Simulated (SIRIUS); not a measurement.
A self-consistent single point of Zn3CdS4 (P-42m, 8 atoms in the cell; from Materials Project mp-981379, changed as shown).

```
Zn3CdS4
1.0
    5.45590     0.00000     0.00000
    0.00000     5.51101     0.00000
    0.00000     0.00000     5.51101
Zn Cd S
3 1 4
Direct
  0.00000   0.50000   0.50000
  0.50000   0.00000   0.50000
  0.50000   0.50000   0.00000
  0.00000   0.00000   0.00000
  0.26268   0.26268   0.26268
  0.26268   0.73732   0.73732
  0.73732   0.73732   0.26268
  0.73732   0.26268   0.73732
```

All values come from this method and carry its errors: LDA (PW92), GBRV LDA ultrasoft pseudopotentials (plane waves; SIRIUS 7.12.0).

SIRIUS settings:

```
key                                                                   value
--------------------------------------  -----------------------------------
parameters.ngridk                                                     4 4 4
parameters.xc_functionals                           [XC_LDA_X, XC_LDA_C_PW]
parameters.gk_cutoff                                           6.325 1/bohr
parameters.pw_cutoff                                          14.143 1/bohr
parameters.smearing                                                gaussian
parameters.smearing_width                                         0.0001 Ha
potentials                              GBRV LDA ultrasoft pseudopotentials
parameters.electronic_structure_method                      pseudopotential
parameters.num_bands                                                     58
parameters.num_mag_dims                                                   0
parameters.num_dft_iter                                                 100
parameters.energy_tol                                              1e-07 Ha
parameters.density_tol                                                1e-06
mixer.type                                                         anderson
mixer.beta                                                              0.5
mixer.use_hartree                                                     false
```

Results:

- Number of valence electrons: 96
- Number of bands: 58
- Number of k-points after the program's reduction: 18
- Number of plane waves (most at a k-point): 4788
- Number of SCF iterations: 29
- FFT grid: 50 × 50 × 50
- Free energy E − TS: -21702.2529 eV
- Gap on the k-point mesh: 1.53 eV
- Pressure: -3.20 GPa
- Largest force (vector length): 0.036 eV/Å

Forces (eV/Å):
| atom | Fx | Fy | Fz |
|---|---|---|---|
| Zn1 | 0.000 | 0.000 | 0.000 |
| Zn2 | 0.000 | 0.000 | 0.000 |
| Zn3 | 0.000 | 0.000 | 0.000 |
| Cd4 | 0.000 | 0.000 | 0.000 |
| S5 | -0.018 | -0.022 | -0.022 |
| S6 | -0.018 | 0.022 | 0.022 |
| S7 | 0.018 | 0.022 | -0.022 |
| S8 | 0.018 | -0.022 | 0.022 |

Stress (GPa, positive for compression):
```
-2.95   0.00   0.00
 0.00  -3.33   0.00
 0.00   0.00  -3.33
```

The gap is read on the k-point mesh of the run and can differ from the gap over the whole zone at this level.

For comparison: a first run was changed to give this one (lattice vector a scaled by 0.99), and from it to this one the free energy drops by 4.3 meV/atom, the pressure goes from -3.85 to -3.20 GPa, the largest force goes from 0.043 to 0.036 eV/Å and the gap on the mesh goes from 1.514 to 1.529 eV.

The structure comes from a collection of computed structures, made at another level of theory; the collection holds predicted forms beside known ones.

Cost on one core: very roughly 5 core-minutes.
